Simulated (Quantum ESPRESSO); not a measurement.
ScTlS2 is modelled in the hexagonal space group P6₃/mmc (No. 194), Pearson symbol hP8. Lattice parameters: a = b = 3.741 Å, c = 14.823 Å, α = β = 90.00°, γ = 120.00°. S on 4f sees 3 Sc at 2.584 Å and 3 Tl at 3.147 Å. Sc on 2a has 6 S at 2.584 Å (octahedral). Tl on 2c sees 6 S at 3.147 Å (trigonal prismatic). (Neighbours: up to the widest gap in distance over summed covalent radii, below 1.35, at either atom; cation-cation contacts left out.)

Cell and atoms were relaxed with PBE+D3(BJ) from Materials Project entry mp-13312, within its symmetry.

Problem. What does PBEsol (Quantum ESPRESSO, PseudoDojo norm-conserving, 78 Ry, no spin-orbit coupling) give for the electronic structure near the Fermi level?

Solution. The PBEsol gap is indirect, 0.81 eV, from Γ to L; the smallest direct gap is 1.58 eV. Another conduction extremum on the path lies within 0.02 eV, too close to call. Spin-orbit coupling is left out; with 6p states at a band edge it can lower the gap by many tenths of an eV, most of a small gap.

The structure is a Materials Project entry; no match was found in the copy of COD used, and its stability was not checked.
